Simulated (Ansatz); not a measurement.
**fluorite-structured GdSe2**

Computed with Ansatz (plane waves, PAW, 420 eV cutoff): PBEsol, scalar-relativistic, collinear spin, 8×8×8 k-mesh, Gaussian smearing of 0.05 eV; PAW files: Ansatz's generated set soft_2.

```
Gd Se
1.0
     0.00000    3.39572    3.39572
     3.39572    0.00000    3.39572
     3.39572    3.39572    0.00000
Gd Se
1 2
Direct
  0.00000 0.00000 0.00000
  0.25000 0.25000 0.25000
  0.75000 0.75000 0.75000
```

The structure was built from a prototype; whether the compound forms in it isn't claimed.

Magnetic state: ferromagnetic, site spin moments Gd 6.88; Se -0.09 μB.

Cell and atoms are those of this level's equilibrium.

Path: Γ–X–U | K–Γ–L–W–X, with Γ = (0.000, 0.000, 0.000), X = (0.500, 0.000, 0.500), U = (0.625, 0.250, 0.625), K = (0.375, 0.375, 0.750), L = (0.500, 0.500, 0.500), W = (0.500, 0.250, 0.750) in reciprocal vectors of the calculation's cell.

**Question.** Is it a metal or an insulator, and if it has a gap, where are the band edges on this path?

**Answer.** A metal: bands cross the Fermi level.

Bands as a text map, energy in eV from the Fermi level (dashes), each leg drawn with the same width, + spin up, o spin down, # both:
```
  2.86 |oo#++      oo   ++   +ooo +  ++++++      + o    
  2.57 | + ++oo  oo  +++  +++    +                + oo  
  2.29 |+++  + oooo++        ++++                  +#ooo
  2.00 |      #++++oooooo                    ooooooo +++
  1.71 |oooooo           oooooooooo  oooooooo           
  1.43 |ooooooo###ooooooooooooooooooooooooooooooooooo###
  1.14 |          ++++                        +++++++   
  0.86 |      +       ++                     +          
  0.57 |       o        +                             oo
  0.29 |++++  o ooooooooo++++++++           + oooooooo  
  0.00 |oooo##-----------oooooooo+-----------o----------
 -0.29 | +    ##########     +   o+        +############
 -0.57 | o   o   +##o   #+   o    #+      ##        #+  
 -0.86 |            +#   o  #      o+    +#        #    
 -1.14 |  + +         ##o + #      #o#+++#        #     
 -1.43 |  o o           + o#        # oo###+     #      
 -1.71 |                 #++         #++o  o#####       
 -2.00 |   +              o#         #oo    #o  o#      
 -2.29 |   #             ##         # ++#o##      #     
 -2.57 |       +++++##### # #      #  o###         ##+++
 -2.86 |  #  ##o######+++# #      # ##+ +#+         ###o
 -3.14 | + ##         ooo   ##   ###      #+      +#    
 -3.43 |###               ########         ##++++#o     
 -3.71 |+++++++++++++++++#++++++++++++++++++#####+++++++
 -4.00 |     #          o++                ++#oooo      
 -4.29 |      o     o###+                     ++++#o    
 -4.57 |      +#####+                              +####
 -4.86 |                                                
        Γ      X      UK       Γ       L       W       X
```

Without a U the 4f levels of Gd lie too near the Fermi level, so their share of the states there, and what hangs on it, is overstated. These numbers lack spin–orbit coupling. The run wasn't fully tested for a lower electronic state. Site moments are of spin, integrated over atomic spheres. A displaced or strained copy of the relaxed cell lay 0.6 meV/atom lower, so on this mesh the structure isn't a minimum; in a metal a finer mesh can change so small a difference. No antiparallel order was tried.
